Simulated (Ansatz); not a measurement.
LiC6 in space group P6/mmm (No. 191; Li on 1a, C on 6k) under volume change, the program Ansatz at the r²SCAN level (PAW), shape and atoms relaxed at each volume.

```csv
V (Å³/atom),E − E(relaxed) (meV/atom),P (GPa)
7.672,17.5,8.08
7.925,7.3,4.94
8.178,1.7,2.24
8.431,0.0,-0.02
8.684,1.6,-1.91
8.937,5.9,-3.43
9.190,12.3,-4.63
```

What does a third-order Birch–Murnaghan fit give for V₀, B₀ and B′?

V₀ = 8.43 Å³/atom, B₀ = 67.6 GPa, B′ = 5.2.

The first step of the workflow began from a Materials Project structure, measured or hypothetical; the Crystallography Open Database copy checked does not list it. Its standing as an ambient phase is unchecked. The r²SCAN relaxation kept the symmetry of its start; of distortions, only those at the zone centre were tested.

Potentials: the earlier of the program's two PAW sets.
